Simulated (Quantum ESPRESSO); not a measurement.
GeB$_{2}$N$_{2}$O$_{2}$ (made-up cell, one site empty) (calculated)

Calculation on a made-up crystal cell, not a measurement, run twice, once with a planted mistake found by running each candidate: periodic Kohn-Sham density functional theory in plane waves with PseudoDojo standard norm-conserving scalar-relativistic pseudopotentials, each functional with its own files (v0.5 for PBE, v0.4.1 for LDA and PBEsol), no spin polarisation, no spin-orbit coupling, atoms not relaxed, stress positive in tension, energies less a fixed whole-eV offset for each atom's element; levels are Kohn-Sham levels at fractions of this cell's reciprocal vectors, counted from the reference band (half the neutral cell's valence electrons, rounded up) at Gamma; error bars cover cutoff and k-mesh only, not smearing or the files; each bar is the largest change over components, and at least 0.002 eV, 0.002 eV per angstrom or 0.02 GPa; a charged cell sits in a uniform background, with energy and stress on this program's zero of potential; energies are for the whole cell, and the offsets were chosen from early runs and are not element reference energies; a distance is the largest change of any value in units of its error bar (the energy's for the smearing term), a scale change is of lengths, and a coarse mesh keeps the half-step shift. Program: Quantum ESPRESSO 7.5.

Common to all runs: lattice type wurtzite; empty site 2; intended functional pbe; intended cutoff 1143 eV; intended fermi dirac smearing 0.025 eV; intended scf tolerance 1e-07 eV; intended electrons removed 0; healthy free energy less offsets 6.992 eV; healthy scf iterations 13; healthy smearing term minus ts 0 eV; healthy pressure 5.57 GPa; healthy stress xx -14.61 GPa; healthy stress yy 5.13 GPa; healthy stress zz -7.23 GPa; healthy stress yz -4.02 GPa; healthy stress xz -1.15 GPa; healthy stress xy -0.11 GPa; healthy reference band 21; faulty stress xz -1.16 GPa; faulty reference band 21; candidate k points along each vector 1; candidate cutoff 608 eV; candidate smearing 0.7 eV; candidate functional pbesol; candidate scf tolerance 0.09 eV; candidate electrons removed 1; candidate scale change -0.59 percent; candidate first exchanged site 3; candidate second exchanged site 7; intended k mesh 6 x 4 x 4, shifted by half a step; structure shown as intended, without the mistake.

(1) 
```cif
# cell vector a (Å): 2.7659 0.0157 0.0105
# cell vector b (Å): 0.0272 4.8809 -0.0231
# cell vector c (Å): 0.0172 -0.0218 4.6106
data_GeB2N2O2
_symmetry_space_group_name_H-M 'P 1'
_symmetry_Int_Tables_number 1
_cell_length_a 2.7660
_cell_length_b 4.8810
_cell_length_c 4.6107
_cell_angle_alpha 90.541
_cell_angle_beta 89.570
_cell_angle_gamma 89.357
_cell_volume 62.24
loop_
_atom_site_label
_atom_site_type_symbol
_atom_site_fract_x
_atom_site_fract_y
_atom_site_fract_z
_atom_site_occupancy
B1 B 0.03157 0.01505 0.03939 1
B2 B 0.53140 0.16326 0.49134 1
Ge1 Ge 0.98380 0.65984 0.52119 1
O1 O 0.00671 0.00009 0.37438 1
N1 N 0.47867 0.48843 0.37636 1
N2 N 0.50091 0.18700 0.88103 1
O2 O 0.00815 0.68083 0.85758 1
_calc_faulty_free_energy_less_offsets 6.493  # eV
_calc_faulty_scf_iterations 12
_calc_faulty_smearing_term_minus_ts -1.371  # eV
_calc_faulty_pressure 8.95  # GPa
_calc_faulty_stress_xx -18.41  # GPa
_calc_faulty_stress_yy 3.82  # GPa
_calc_faulty_stress_zz -12.26  # GPa
_calc_faulty_stress_yz -4.04  # GPa
_calc_faulty_stress_xy -0.75  # GPa
_calc_fault_kind 'wide smearing'
_calc_other_mistakes_compared 7
_calc_distance_from_healthy 685.7  # error bars
_calc_distance_from_nearest_other_mistake 685.7  # error bars
_calc_healthy_error_bar_energy 0.002  # eV
_calc_healthy_error_bar_stress 0.05927  # GPa
_calc_healthy_error_bar_force 0.007613  # eV/angstrom
_calc_healthy_error_bar_next_band_up 0.002  # eV
```

Atoms:
```tsv
atoms element	atom site	atom energy offset (eV)
B	1	-79
B	3	-79
Ge	4	-2430
O	5	-452
N	6	-283
N	7	-283
O	8	-452
```

Healthy forces:
```tsv
site	x (eV/Å)	y (eV/Å)	z (eV/Å)
1	-0.503	1.478	-7.513
3	-0.702	4.412	4.171
4	-1.25	-3.792	-3.366
5	-0.084	3.621	-2.58
6	1.68	-4.959	-0.766
7	0.434	-4.771	0.292
8	0.426	4.01	9.763
```

Healthy levels:
```tsv
level k point	next band up (eV)
Gamma	0.704
(1/2,1/2,1/2)	2
(0.15,0,0)	1.486
(0,0.15,0)	0.899
(0,0,0.15)	0.866
```

Faulty forces:
```tsv
site	x (eV/Å)	y (eV/Å)	z (eV/Å)
1	-0.442	1.554	-6.733
3	-0.571	4.072	3.62
4	-1.325	-3.344	-4.179
5	-0.206	3.599	-2.521
6	1.677	-4.964	-0.68
7	0.428	-4.848	0.342
8	0.438	3.93	10.15
```

Faulty levels:
```tsv
level k point	next band up (eV)
Gamma	1.015
(1/2,1/2,1/2)	2.297
(0.15,0,0)	1.891
(0,0.15,0)	1.267
(0,0,0.15)	1.224
```

Candidate mistake: coarse kmesh, low cutoff, wide smearing, wrong functional, loose scf, wrong charge, cell scaled, atoms exchanged

(2) 
```cif
# cell vector a (Å): 2.7659 0.0157 0.0105
# cell vector b (Å): 0.0272 4.8809 -0.0231
# cell vector c (Å): 0.0172 -0.0218 4.6106
data_GeB2N2O2
_symmetry_space_group_name_H-M 'P 1'
_symmetry_Int_Tables_number 1
_cell_length_a 2.7660
_cell_length_b 4.8810
_cell_length_c 4.6107
_cell_angle_alpha 90.541
_cell_angle_beta 89.570
_cell_angle_gamma 89.357
_cell_volume 62.24
loop_
_atom_site_label
_atom_site_type_symbol
_atom_site_fract_x
_atom_site_fract_y
_atom_site_fract_z
_atom_site_occupancy
B1 B 0.03157 0.01505 0.03939 1
B2 B 0.53140 0.16326 0.49134 1
Ge1 Ge 0.98380 0.65984 0.52119 1
O1 O 0.00671 0.00009 0.37438 1
N1 N 0.47867 0.48843 0.37636 1
N2 N 0.50091 0.18700 0.88103 1
O2 O 0.00815 0.68083 0.85758 1
_calc_faulty_free_energy_less_offsets -2.202  # eV
_calc_faulty_scf_iterations 13
_calc_faulty_smearing_term_minus_ts -0.01  # eV
_calc_faulty_pressure -32.95  # GPa
_calc_faulty_stress_xx 22.56  # GPa
_calc_faulty_stress_yy 50.69  # GPa
_calc_faulty_stress_zz 25.6  # GPa
_calc_faulty_stress_yz -0.55  # GPa
_calc_faulty_stress_xy -0.78  # GPa
_calc_fault_kind 'wrong charge'
_calc_other_mistakes_compared 7
_calc_distance_from_healthy 4597  # error bars
_calc_distance_from_nearest_other_mistake 2523  # error bars
_calc_healthy_error_bar_energy 0.002  # eV
_calc_healthy_error_bar_stress 0.05927  # GPa
_calc_healthy_error_bar_force 0.007613  # eV/angstrom
_calc_healthy_error_bar_next_band_up 0.002  # eV
```

Atoms:
```tsv
atoms element	atom site	atom energy offset (eV)
B	1	-79
B	3	-79
Ge	4	-2430
O	5	-452
N	6	-283
N	7	-283
O	8	-452
```

Healthy forces:
```tsv
site	x (eV/Å)	y (eV/Å)	z (eV/Å)
1	-0.503	1.478	-7.513
3	-0.702	4.412	4.171
4	-1.25	-3.792	-3.366
5	-0.084	3.621	-2.58
6	1.68	-4.959	-0.766
7	0.434	-4.771	0.292
8	0.426	4.01	9.763
```

Healthy levels:
```tsv
level k point	next band up (eV)
Gamma	0.704
(1/2,1/2,1/2)	2
(0.15,0,0)	1.486
(0,0.15,0)	0.899
(0,0,0.15)	0.866
```

Faulty forces:
```tsv
site	x (eV/Å)	y (eV/Å)	z (eV/Å)
1	-0.529	1.382	-6.255
3	-0.762	4.792	2.958
4	-1.3	-3.618	-5.045
5	-0.038	3.662	-2.077
6	1.698	-5.402	-0.869
7	0.482	-5.265	0.491
8	0.449	4.449	10.796
```

Faulty levels:
```tsv
level k point	next band up (eV)
Gamma	1.53
(1/2,1/2,1/2)	3.046
(0.15,0,0)	2.441
(0,0.15,0)	1.769
(0,0,0.15)	1.735
```

Candidate mistake: coarse kmesh, low cutoff, wide smearing, wrong functional, loose scf, wrong charge, cell scaled, atoms exchanged
